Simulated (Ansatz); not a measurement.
**CaF₃: do energies and stresses tell the same story?**

The calculation used DFT r2SCAN, scalar-relativistic, plane waves, PAW in Ansatz 0.2.0.

Cutoff 500 eV; k points 16×16×16 on the computed 4-atom cell (Γ-centred); Gaussian smearing, width 0.10 eV; collinear spin from starting moments 0 0.2 0.2 0.71 μB.

Relaxed cell: I4/mmm, a = 3.816 Å, b = 3.816 Å, c = 6.178 Å, α = 90.00°, β = 90.00°, γ = 90.00°, 4 atoms in the primitive cell. Whether it is the stable form of this composition wasn't checked.

Energies at zero smearing and pressures from the stress tensor, at volumes with shape and atoms relaxed:
```csv
V (Å³/atom),E − E(first) (meV/atom),P (GPa)
10.568,0.00,6.32
10.905,-9.61,2.90
11.243,-12.58,0.00
11.580,-9.94,-2.45
11.917,-2.59,-4.50
```

Q: Check P = −dE/dV between neighbouring volumes, and get the bulk modulus from the pressures alone.

A: With 1 eV/Å³ = 160.2 GPa:
```csv
middle V (Å³/atom),−ΔE/ΔV (GPa),mean P (GPa)
10.737,4.564,4.612
11.074,1.411,1.450
11.411,-1.251,-1.223
11.749,-3.495,-3.475
```

The two differ by 0.05 GPa at most. The mean of two end pressures misses the average over a step by about ΔV² P″/12, up to 0.05 GPa here; with that taken off 0.01 GPa remains. Around V = 11.243 Å³/atom, the two neighbours give B = −V ΔP/ΔV = 11.243 × 5.35 / 0.675 = 89.1 GPa, against B0 = 88.4 GPa from the Birch–Murnaghan fit of the energies.

The state reached may not be the lowest one.

Only this magnetic start was tried.